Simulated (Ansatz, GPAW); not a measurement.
This is a calculation of PtF2 for Ansatz 0.2.0. The cell comes from a database or a generator and needn't be the stable form of this composition.

input.yaml

```yaml
crystal:
  lattice:
    - [1.56477423, 0.90342282, 4.73090183]
    - [-1.56477423, 0.90342282, 4.73090183]
    - [0.0, -1.80684565, 4.73090183]
  atoms:
    - { symbol: Pt, position: [0.0, 0.0, 0.0] }
    - { symbol: F, position: [0.252, 0.252, 0.252] }
    - { symbol: F, position: [0.748, 0.748, 0.748] }
hamiltonian:
  xc: pbe
  pseudopotentials: { kind: paw }
  hubbard: { sites: [{ species: Pt, l: d, u_eff: 6.0 }] }
kpoints:
  mp_grid: { grid: [7, 7, 7] }
scf:
  occupations: { method: gaussian, width: 0.05 }
output:
  forces: true
  stress: true
  eigenvalues: true
  write_density: true
  write_potential: true
  elf: true
  volumetric_format: npy
```

Potentials or basis: Ansatz PAW.

Run with:

```console
$ ansatz run input.yaml --threads 2 --pin off --max-ram 5632MiB --backend cpu --events-out ev --progress --plain --runs-dir out
```

Problem. Translate it to GPAW 26.7.0 (ASE script). Potentials or basis there: GPAW PAW data sets (gpaw-data 1.2.1), cutoff 800 eV.

Solution. As run (cutoffs and basis follow the program's own potentials, and thresholds, step limits or extra output files can differ):

run.py

```python
from ase.dft.bandgap import bandgap
from ase.io import read, write
from ase.units import GPa
from gpaw import GPAW, PW

atoms = read('POSCAR')

calc = GPAW(mode=PW(800),
            xc='PBE',
            kpts={'size': (7, 7, 7), 'gamma': True},
            occupations={'name': 'methfessel-paxton', 'order': 0, 'width': 0.05},
            setups={'Pt': ':d,6.0'},
            nbands=28,
            convergence={'density': 1e-05, 'energy': 1e-05},
            maxiter=150,
            txt='gpaw.txt')
atoms.calc = calc
energy = atoms.get_potential_energy()
forces = atoms.get_forces()
stress = atoms.get_stress()
calc.write('gs.gpw')
write('result.traj', atoms)
print(f'Energy: {energy:.6f} eV')
print('Forces (eV/A):')
print(forces.round(4))
print('Stress (GPa):', (stress / GPa).round(3))
print('Fermi level:', round(calc.get_fermi_level(), 4), 'eV')
print(f'Gap: {bandgap(calc)[0]:.4f} eV, direct: {bandgap(calc, direct=True)[0]:.4f} eV')
```

Contents of POSCAR:

```
PtF2
1.0
    1.5647742303      0.9034228231      4.7309018300
   -1.5647742303      0.9034228231      4.7309018300
    0.0000000000     -1.8068456461      4.7309018300
Pt F
1 2
Direct
    0.0000000000      0.0000000000      0.0000000000
    0.2520000000      0.2520000000      0.2520000000
    0.7480000000      0.7480000000      0.7480000000
```

Potentials or basis: GPAW PAW data sets (gpaw-data 1.2.1), pw.

The run is started by

```bash
$ OMP_NUM_THREADS=1 python run.py
```

Both were run:

|  | Ansatz | GPAW |
| --- | --- | --- |
| Pressure | 24.4 GPa | 18.8 GPa |

Ansatz's pressure holds a Pulay term of +0.62 GPa for its cutoff of 420 eV, which the other run lacks.

The potentials hold 32 and 30 valence electrons a cell.

Where Ansatz's input types no cutoff or centring, it takes its own default and a Γ-centred mesh.

The two runs disagree by more than potentials and bases usually give (in gap, levels, pressure or energy); the cause wasn't traced.

The cell lies far from this level's equilibrium.

How U acts hangs on each program's projectors.

Pressure is positive in compression.
